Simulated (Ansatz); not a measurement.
An Ansatz (a quantum-chemistry and plane-wave program) run. Input:

Ansatz 0.2 input:
```yaml
crystal:
  lattice:
    - [4.8822719511, 0.0, 0.0]
    - [0.0, 4.971236552, 0.0]
    - [-0.0954668643, 0.0, 5.1452571123]
  atoms:
    - { symbol: Ta, position: [0.7223230655, 0.7459947612, 0.0472235959] }
    - { symbol: Ta, position: [0.2776769345, 0.2459947612, 0.9527764041] }
    - { symbol: Ta, position: [0.7394494509, 0.2550100859, 0.470581877] }
    - { symbol: Ta, position: [0.2605505491, 0.7550100859, 0.529418123] }
    - { symbol: N, position: [0.9262018845, 0.6217136343, 0.3661182774] }
    - { symbol: N, position: [0.0737981155, 0.1217136343, 0.6338817226] }
    - { symbol: O, position: [0.9280675538, 0.1371024751, 0.1247241877] }
    - { symbol: O, position: [0.0719324462, 0.6371024751, 0.8752758123] }
    - { symbol: N, position: [0.5388472574, 0.5063757312, 0.7370884786] }
    - { symbol: N, position: [0.4611527426, 0.0063757312, 0.2629115214] }
    - { symbol: O, position: [0.5548115808, 0.0078033124, 0.7701452929] }
    - { symbol: O, position: [0.4451884192, 0.5078033124, 0.2298547071] }
kpoints:
  mp_grid: { grid: [6, 6, 6] }
hamiltonian:
  xc: r2scan
  pseudopotentials: { azcp: { folder: ./paw }, kind: paw }
scf:
  occupations: { method: fixed }
checkpoint: { read: static.run }
output: { write_density: true, elf: true, volumetric_format: npy }
basis: { fft_grid_basis: typed }
```

Output (shortened):

```
Pseudopotentials: kind: paw
Pseudopotential: Ta, paw, valence charge 13
Pseudopotential: N, paw, valence charge 5
Pseudopotential: O, paw, valence charge 6
Functional definition: r2SCAN
Crystal: 12 atoms, lattice volume = 124.880 Å³
Basis set: ecut = 500 eV, 3153 PW (Γ), exchange–correlation on 144×160×160 points (64 copies of the dense FFT grid, shifted against one another)
Bands: 60, of which v1, the nominal top of the filled ones, is band 48 counted from 1 (47 counted from 0)
Symmetry: 2 space group operations
Space group: P21 (ITA 4), of the structure as read, at distance tolerance 5.0e-5 Å
k-points: 80 of 216 (time reversal used)
PAW frozen core: Ta, regenerated for the run's functional
PAW frozen core: N, regenerated for the run's functional
PAW frozen core: O, regenerated for the run's functional
Initial density: read from a saved state, or passed on in memory by an earlier SCF of this step, an earlier step, the calling program or the single point that …
Stability of the state it starts from, as read at its close in the unpolarized treatment …
Initial wavefunctions: pseudopotential atomic-orbital guess
Eigensolver: davidson
Functional: x = r2scan, c = r2scan; τ floored in thin density (d = 2e-4 eV/Å³)
iter 1 solved again at ethr=1.10e-8 eV; its pass at ethr=3.10e-3 eV (dr2=1.06e-5 eV) is discarded
SCF iter   1: F=—  HF=-43608.286696 eV  |F-HF|=—  |Δ(HF+E_count)|=         —  Δρ=5.08e-7  dr2=2.18e-10  dr2_τ=3.00e-11  ethr=1.10e-8  ⟨swp⟩=4.4  Hψ=32189  notcnv=0  defer=800
all-band conjugate gradients solve this SCF's bands
preconditioner: auto → Resta (q_TF=auto, 2.611 Å⁻¹)
SCF iter   2: F=-43608.286696 eV  HF=-43608.286696 eV  |F-HF|=8.00e-11  |Δ(HF+E_count)|=   6.00e-7  Δρ=3.53e-7  dr2=1.04e-10  dr2_τ=2.87e-11  ethr=1.00e-12  ⟨swp⟩=12.3  Hψ=21046  notcnv=0
SCF 1 converged in 2 iterations: F = -43608.286696 eV  dr2 = 1.04e-10
SCF converged after 2 iterations
Free energy (F): -43608.286696 eV
Harris-Foulkes:  -43608.286696 eV  (|F-HF|=8.00e-11)
Internal energy: -43608.286696 eV  (E = F + TS)
E sigma→0 (E₀):  -43608.286696 eV
Fermi energy:    14.092226 eV
--- Per-component energies (eV) ---
  E_band       = -520.016637
  E_kinetic    = 2760.614098
  E_local      = -4160.936567  (includes V_loc(G=0)·N_el)
  E_nonlocal   = 309.103710
  E_hartree    = 1467.654532
  E_xc         = -1741.625037
  E_vxc        = -1777.969724  (∫ρ·V_xc dr)
  E_paw        = -34509.752474  (= ΣΔE_a)
  E_vpaw       = -681.178176  (= ΣTr[D̂ρ^β])
  E_aug_tail   = 0.001273  (compensation charges beyond the density's cutoff)
  E_vtau       = 95.039988  (kinetic-family band-sum trace: ∫τ·v_τ [+ j·A + Jᵃ·Aᵃ] dr)
  E_ewald      = -7730.074055
  E_core_change = -3.272175  (= ΣΔE_core)
  E_smearing   =  0.000000  (= −TS)
  E_closure    = 0.000000  (closes the sum)
  Σ components = -43608.286696   (vs F -43608.286696, Δ=0.00e0)
  [band-id]    e_kinetic+e_local+e_nonlocal+2·e_hartree+e_vxc+e_vpaw+e_augmentation_tail+e_vtau = -520.016335   (vs E_band -520.016637, Δ=3.02e-4)
--- Band table (eV; the first three rows and the last of 80) ---
  k-point 0: bands = ["-56.2196", "-56.2093", "-55.8519", "-55.8436", "-22.2706", "-22.1851", "-22.0596", "-22.0514", "-21.9787", "-21.8855", "-21.7464", "-21.7213", "-21.6964", "-21.6503", "-21.5743", "-21.5704", "-6.5512", "-5.7488", "-4.8694", "-4.7549", "-0.4773", "0.0423", "0.3574", "0.5035", "6.5801", "6.8580", "6.9044", "7.5801", "7.9217", "8.0574", "8.9870", "9.3748", "9.4235", "9.4869", "9.9043", "10.3316", "10.8324", "11.1596", "11.4630", "11.5208", "11.8714", "12.3063", "12.5241", "12.5564", "12.6506", "13.3004", "14.0026", "14.0922", "16.6722", "17.0090", "17.0166", "17.4084", "17.6300", "18.0815", "18.4524", "19.1542", "19.2319", "19.3918", "19.7848", "19.9934"]
  k-point 1: bands = ["-56.2196", "-56.2094", "-55.8520", "-55.8436", "-22.2632", "-22.1805", "-22.0615", "-22.0409", "-21.9756", "-21.8862", "-21.7527", "-21.7263", "-21.6976", "-21.6622", "-21.5753", "-21.5722", "-6.4802", "-5.7641", "-4.8807", "-4.7619", "-0.5099", "0.0356", "0.2978", "0.5011", "6.7030", "6.9116", "7.1203", "7.4911", "8.0326", "8.1294", "8.8638", "9.0768", "9.1624", "9.7345", "10.1810", "10.3087", "10.7098", "11.0793", "11.2879", "11.6926", "11.8211", "12.0533", "12.4492", "12.6916", "12.9614", "13.1198", "13.7983", "13.9501", "16.7696", "17.0351", "17.1659", "17.4438", "17.7288", "18.0078", "18.4523", "19.0454", "19.2706", "19.3749", "19.4262", "19.8459"]
  k-point 2: bands = ["-56.2195", "-56.2094", "-55.8520", "-55.8435", "-22.2475", "-22.1713", "-22.0642", "-22.0212", "-21.9648", "-21.8889", "-21.7684", "-21.7363", "-21.7008", "-21.6858", "-21.5774", "-21.5756", "-6.3052", "-5.8252", "-4.9054", "-4.7768", "-0.5798", "-0.0318", "0.2882", "0.4545", "6.9748", "7.0515", "7.3246", "7.8047", "8.1004", "8.2130", "8.5208", "8.6528", "9.1072", "9.7871", "10.1724", "10.4465", "10.5913", "11.0991", "11.2733", "11.5535", "11.6838", "11.9179", "12.3197", "12.7082", "12.9251", "13.1452", "13.5488", "13.7934", "16.9391", "17.0863", "17.3879", "17.5214", "17.7137", "18.0223", "18.3507", "18.9893", "19.1346", "19.3519", "19.4587", "19.9863"]
  k-point 79: bands = ["-56.2144", "-56.2144", "-55.8478", "-55.8478", "-22.2537", "-22.2537", "-22.0544", "-22.0544", "-21.9414", "-21.9414", "-21.7188", "-21.7188", "-21.6666", "-21.6666", "-21.5690", "-21.5690", "-5.9812", "-5.9812", "-4.9059", "-4.9059", "-0.3330", "-0.3330", "0.2602", "0.2602", "7.6707", "7.6707", "8.0309", "8.0309", "8.3473", "8.3473", "8.9878", "8.9878", "9.3779", "9.3779", "10.1500", "10.1500", "10.6191", "10.6191", "11.4167", "11.4167", "11.5722", "11.5722", "11.9169", "11.9169", "12.6786", "12.6786", "13.1226", "13.1226", "16.4323", "16.4323", "16.8530", "16.8530", "17.6540", "17.6540", "18.0088", "18.0088", "19.3928", "19.3928", "19.7560", "19.7560"]
  band table: 60 of 60 bands, residual norms ≤ 1.0e-3 eV
```

Cost: around 110 core-seconds (rough) on shared cores.

Space group P2_1. The start of the workflow was typed in or built on a structure type; neither database checked (COD, Materials Project) lists it. COD files the formula under space group No. 12, 14, 191, so this cell is another polymorph or a model. Its standing as an ambient phase is unchecked. Symmetry was held in the r²SCAN relaxation; whether a distortion lowers the energy is not shown. No spin polarisation was allowed. Spin–orbit coupling is left out wherever it is not named.

Potentials: the earlier of the program's two PAW sets.

Ansatz is a plane-wave DFT program.
